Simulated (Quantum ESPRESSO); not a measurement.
Al2Ru2SnIn2Cu, one run as intended and one with a planted mistake

A calculation, not a measurement. The program is pw.x of Quantum ESPRESSO 7.5 (plane-wave density functional theory). The cell is made up: eight metal atoms on a hexagonal close-packed lattice, with elements, volume, strain and displacements drawn at random and not relaxed, so it may be unstable or far from any real phase. PseudoDojo standard norm-conserving files set the functional (PBE unless stated); there is no spin polarisation or spin-orbit coupling, the Fermi-Dirac width of 0.25 eV means electrons at about 2900 K, and the masses in the input are unused placeholders. The copper pseudopotential is less sure than most, with forces differing by about three percent and pressure by about two GPa from a second method on plain copper. The tin pseudopotential is less sure than most, with forces differing by about three percent from a second method on plain tin. Heavy elements are run without spin-orbit coupling, which real alloys of them have. A spin test at this wide smearing found no moment, but such smearing suppresses magnetism that the real alloy may have.

Intended input:

```
&control calculation='scf', pseudo_dir='./dojo.nc.sr.pbe.v0_5.standard.upf', outdir='./o', disk_io='minimal', tprnfor=.true., tstress=.true. /
&system ibrav=0, nat=8, ntyp=5, nbnd=59, ecutwfc=92.02030273, nosym=.true., tot_charge=0,
 occupations='smearing', smearing='fd', degauss=0.0183746611
/
&electrons conv_thr=1.470e-08, electron_maxstep=70, mixing_beta=0.5 /
ATOMIC_SPECIES
Al 1.0 Al.upf
Cu 1.0 Cu.upf
In 1.0 In.upf
Ru 1.0 Ru.upf
Sn 1.0 Sn.upf
CELL_PARAMETERS angstrom
4.521 -2.509 -0.0611
-3.0029 -0.096 -4.8
3.0696 5.1143 0.0611
ATOMIC_POSITIONS angstrom
Al 0.0353 0.0464 -0.0724
Ru 1.5745 2.7008 0.051
Ru -0.0686 1.6849 -2.2928
Sn 1.4572 4.1192 -2.3294
Al 3.0944 -0.0738 -0.0345
In 4.622 2.428 0.0007
In 1.461 -0.795 -2.4314
Cu 3.0815 1.6452 -2.2932
K_POINTS automatic
5 5 4 1 1 1
```

The log is shortened where brackets say so; the opening notice, blank lines, dates and the lines on written files are dropped, and the path of the files is cut. It prints rydbergs, bohrs and kilobars, and counts compression as positive stress. Its total energy is the free energy E - TS of the whole cell.

Log of the intended run:

```
     Program PWSCF v.7.5
     Parallel version (MPI & OpenMP), running on       4 processor cores
     Number of MPI processes:                 4
     Threads/MPI process:                     1
     [start-up lines left out]
     bravais-lattice index     =            0
     lattice parameter (alat)  =       9.7716  a.u.
     unit-cell volume          =    1001.3563 (a.u.)^3
     number of atoms/cell      =            8
     number of atomic types    =            5
     number of electrons       =        97.00
     number of Kohn-Sham states=           59
     kinetic-energy cutoff     =      92.0203  Ry
     charge density cutoff     =     368.0812  Ry
     scf convergence threshold =      1.5E-08
     mixing beta               =       0.5000
     number of iterations used =            8  plain     mixing
     Exchange-correlation= PBE
                           (   1   4   3   4   0   0   0)
     [axes and pseudopotential details left out]
   Cartesian axes
     site n.     atom                  positions (alat units)
         1        Al     tau(   1) = (   0.0068267   0.0089733  -0.0140014  )
         2        Ru     tau(   2) = (   0.3044922   0.5223071   0.0098629  )
         3        Ru     tau(   3) = (  -0.0132665   0.3258424  -0.4434040  )
         4        Sn     tau(   4) = (   0.2818076   0.7966111  -0.4504821  )
         5        Al     tau(   5) = (   0.5984253  -0.0142722  -0.0066719  )
         6        In     tau(   6) = (   0.8938475   0.4695503   0.0001354  )
         7        In     tau(   7) = (   0.2825424  -0.1537449  -0.4702079  )
         8        Cu     tau(   8) = (   0.5959305   0.3181648  -0.4434814  )
     number of k points=    50  Fermi-Dirac smearing, width (Ry)=  0.0184
                       cart. coord. in units 2pi/alat
        k(    1) = (   0.1374055   0.0462378  -0.1946134), wk =   0.0400000
        k(    2) = (   0.2422739   0.2368922  -0.2640326), wk =   0.0400000
     [further k points left out]
     Dense  grid:   119377 G-vectors     FFT dimensions: (  60,  72,  72)
     Estimated max dynamical RAM per process >     368.72 MB
     Estimated total dynamical RAM >       1.35 GB
     Initial potential from superposition of free atoms
     starting charge      96.9839, renormalised to      97.0000
     Starting wfcs are   65 randomized atomic wfcs
     total cpu time spent up to now is        4.4 secs
     per-process dynamical memory:   283.4 Mb
     Self-consistent Calculation
     iteration #  1     ecut=    92.02 Ry     beta= 0.50
     Davidson diagonalization with overlap
     ethr =  1.00E-02,  avg # of iterations =  4.0
     total cpu time spent up to now is       12.9 secs
     total energy              =   -1214.10567653 Ry
     estimated scf accuracy    <       3.18079318 Ry
     iteration #  2     ecut=    92.02 Ry     beta= 0.50
     Davidson diagonalization with overlap
     ethr =  3.28E-03,  avg # of iterations =  3.0
     total cpu time spent up to now is       21.0 secs
     total energy              =   -1215.40845261 Ry
     estimated scf accuracy    <       9.48266392 Ry
     [iterations 3 to 13 left out]
     iteration # 14     ecut=    92.02 Ry     beta= 0.50
     Davidson diagonalization with overlap
     ethr =  6.76E-11,  avg # of iterations =  4.0
     total cpu time spent up to now is      105.4 secs
     total energy              =   -1216.14568983 Ry
     estimated scf accuracy    <       0.00000002 Ry
     iteration # 15     ecut=    92.02 Ry     beta= 0.50
     Davidson diagonalization with overlap
     ethr =  1.98E-11,  avg # of iterations =  2.0
     total cpu time spent up to now is      111.9 secs
     End of self-consistent calculation
     [lines on levels left out]
!    total energy              =   -1216.14568983 Ry
     estimated scf accuracy    <          5.8E-10 Ry
     smearing contrib. (-TS)   =      -0.08357352 Ry
     internal energy E=F+TS    =   -1216.06211631 Ry
     The total energy is F=E-TS. E is the sum of the following terms:
     one-electron contribution =    -609.82974093 Ry
     hartree contribution      =     365.38222991 Ry
     xc contribution           =    -243.45716837 Ry
     ewald contribution        =    -728.15743691 Ry
     convergence has been achieved in  15 iterations
     Forces acting on atoms (cartesian axes, Ry/au):
     atom    1 type  1   force =    -0.00092796    0.00869768   -0.00546562
     atom    2 type  4   force =     0.01821293   -0.03086660    0.00531920
     atom    3 type  4   force =    -0.00774554   -0.01973604    0.01310271
     atom    4 type  5   force =     0.00596877   -0.02590370   -0.01105643
     atom    5 type  1   force =     0.01024083    0.03942388   -0.02315348
     atom    6 type  3   force =    -0.05687560    0.00806451    0.04792061
     atom    7 type  3   force =     0.04164057    0.03046011   -0.02221677
     atom    8 type  2   force =    -0.01051400   -0.01013984   -0.00445022
     Total force =     0.118529     Total SCF correction =     0.000076
     Computing stress (Cartesian axis) and pressure
          total   stress  (Ry/bohr**3)                   (kbar)     P=      -52.32
  -0.00037286  -0.00019450   0.00011121          -54.85      -28.61       16.36
  -0.00019450  -0.00057172   0.00007797          -28.61      -84.10       11.47
   0.00011121   0.00007797  -0.00012232           16.36       11.47      -17.99
     init_run     :      4.15s CPU      4.33s WALL (       1 calls)
     electrons    :    107.21s CPU    107.51s WALL (       1 calls)
     forces       :      1.29s CPU      1.29s WALL (       1 calls)
     stress       :      4.28s CPU      4.28s WALL (       1 calls)
     [timing details left out]
     PWSCF        :   1m57.03s CPU   1m57.53s WALL
     JOB DONE.
```

A second run has one planted mistake: one atom is of a wrong element. The input lines that differ:

```
- &system ibrav=0, nat=8, ntyp=5, nbnd=59, ecutwfc=92.02030273, nosym=.true., tot_charge=0,
+ &system ibrav=0, nat=8, ntyp=6, nbnd=57, ecutwfc=92.02030273, nosym=.true., tot_charge=0,
+ Ta 1.0 Ta.upf
- Ru -0.0686 1.6849 -2.2928
+ Ta -0.0686 1.6849 -2.2928
```

Its log:

```
     Program PWSCF v.7.5
     Parallel version (MPI & OpenMP), running on       4 processor cores
     Number of MPI processes:                 4
     Threads/MPI process:                     1
     [start-up lines left out]
     bravais-lattice index     =            0
     lattice parameter (alat)  =       9.7716  a.u.
     unit-cell volume          =    1001.3563 (a.u.)^3
     number of atoms/cell      =            8
     number of atomic types    =            6
     number of electrons       =        94.00
     number of Kohn-Sham states=           57
     kinetic-energy cutoff     =      92.0203  Ry
     charge density cutoff     =     368.0812  Ry
     scf convergence threshold =      1.5E-08
     mixing beta               =       0.5000
     number of iterations used =            8  plain     mixing
     Exchange-correlation= PBE
                           (   1   4   3   4   0   0   0)
     [axes and pseudopotential details left out]
   Cartesian axes
     site n.     atom                  positions (alat units)
         1        Al     tau(   1) = (   0.0068267   0.0089733  -0.0140014  )
         2        Ru     tau(   2) = (   0.3044922   0.5223071   0.0098629  )
         3        Ta     tau(   3) = (  -0.0132665   0.3258424  -0.4434040  )
         4        Sn     tau(   4) = (   0.2818076   0.7966111  -0.4504821  )
         5        Al     tau(   5) = (   0.5984253  -0.0142722  -0.0066719  )
         6        In     tau(   6) = (   0.8938475   0.4695503   0.0001354  )
         7        In     tau(   7) = (   0.2825424  -0.1537449  -0.4702079  )
         8        Cu     tau(   8) = (   0.5959305   0.3181648  -0.4434814  )
     number of k points=    50  Fermi-Dirac smearing, width (Ry)=  0.0184
                       cart. coord. in units 2pi/alat
        k(    1) = (   0.1374055   0.0462378  -0.1946134), wk =   0.0400000
        k(    2) = (   0.2422739   0.2368922  -0.2640326), wk =   0.0400000
     [further k points left out]
     Dense  grid:   119377 G-vectors     FFT dimensions: (  60,  72,  72)
     Estimated max dynamical RAM per process >     381.79 MB
     Estimated total dynamical RAM >       1.41 GB
     Initial potential from superposition of free atoms
     starting charge      93.9838, renormalised to      94.0000
     Starting wfcs are   65 randomized atomic wfcs
     total cpu time spent up to now is        4.6 secs
     per-process dynamical memory:   283.2 Mb
     Self-consistent Calculation
     iteration #  1     ecut=    92.02 Ry     beta= 0.50
     Davidson diagonalization with overlap
     ethr =  1.00E-02,  avg # of iterations =  3.3
     total cpu time spent up to now is       12.7 secs
     total energy              =   -1141.27981076 Ry
     estimated scf accuracy    <       4.40717453 Ry
     iteration #  2     ecut=    92.02 Ry     beta= 0.50
     Davidson diagonalization with overlap
     ethr =  4.69E-03,  avg # of iterations =  3.0
     total cpu time spent up to now is       20.8 secs
     total energy              =   -1143.57544653 Ry
     estimated scf accuracy    <      10.84030447 Ry
     [iterations 3 to 14 left out]
     iteration # 15     ecut=    92.02 Ry     beta= 0.50
     Davidson diagonalization with overlap
     ethr =  2.31E-11,  avg # of iterations =  4.1
     total cpu time spent up to now is      116.9 secs
     total energy              =   -1144.16430973 Ry
     estimated scf accuracy    <       0.00000004 Ry
     iteration # 16     ecut=    92.02 Ry     beta= 0.50
     Davidson diagonalization with overlap
     ethr =  2.31E-11,  avg # of iterations =  1.2
     total cpu time spent up to now is      122.9 secs
     End of self-consistent calculation
     [lines on levels left out]
!    total energy              =   -1144.16430973 Ry
     estimated scf accuracy    <          9.1E-10 Ry
     smearing contrib. (-TS)   =      -0.08295060 Ry
     internal energy E=F+TS    =   -1144.08135913 Ry
     The total energy is F=E-TS. E is the sum of the following terms:
     one-electron contribution =    -559.42998773 Ry
     hartree contribution      =     338.04294282 Ry
     xc contribution           =    -239.02716026 Ry
     ewald contribution        =    -683.66715395 Ry
     convergence has been achieved in  16 iterations
     Forces acting on atoms (cartesian axes, Ry/au):
     atom    1 type  1   force =    -0.00569888   -0.01010607    0.01154028
     atom    2 type  4   force =     0.02098124   -0.03703897    0.01183052
     atom    3 type  6   force =     0.00119482   -0.01316084   -0.01993134
     atom    4 type  5   force =     0.01821002   -0.00069115   -0.01329246
     atom    5 type  1   force =    -0.00204845    0.04015176   -0.00732459
     atom    6 type  3   force =    -0.05122654    0.01270042    0.03905363
     atom    7 type  3   force =     0.03231601    0.01481509   -0.01802161
     atom    8 type  2   force =    -0.01372821   -0.00667024   -0.00385443
     Total force =     0.105440     Total SCF correction =     0.000056
     Computing stress (Cartesian axis) and pressure
          total   stress  (Ry/bohr**3)                   (kbar)     P=       -3.06
  -0.00001542  -0.00018138  -0.00008591           -2.27      -26.68      -12.64
  -0.00018138  -0.00013942   0.00001258          -26.68      -20.51        1.85
  -0.00008591   0.00001258   0.00009247          -12.64        1.85       13.60
     init_run     :      4.29s CPU      4.45s WALL (       1 calls)
     electrons    :    118.03s CPU    118.38s WALL (       1 calls)
     forces       :      1.37s CPU      1.37s WALL (       1 calls)
     stress       :      4.77s CPU      4.77s WALL (       1 calls)
     [timing details left out]
     PWSCF        :   2m 8.57s CPU   2m 9.10s WALL
     JOB DONE.
```

|  | intended run | run with the mistake |
| --- | --- | --- |
| free energy (eV) | -16546.505 | -15567.148 |
| entropy term -TS, part of it (eV) | -1.137 | -1.129 |
| pressure (GPa) | -5.23 | -0.31 |
| size of the largest force component (eV/Å) | 1.462 | 1.317 |
| largest change of a force component (eV/Å) |  | 0.849 |
| iterations | 15 | 16 |

For scale, a rerun of the intended cell at a higher cutoff and on a denser mesh moved values by no more than 0.012 eV in energy, 0.06 GPa in stress and 0.010 eV/Å in force, and a second program with other atomic files agreed on that cell to 2 % rms in force and 0.5 GPa in pressure. Files of another functional or element have another zero of energy, so the energy change says nothing on stability. The number of bands, nbnd, was set by rule from the electron count, so it follows the mistake.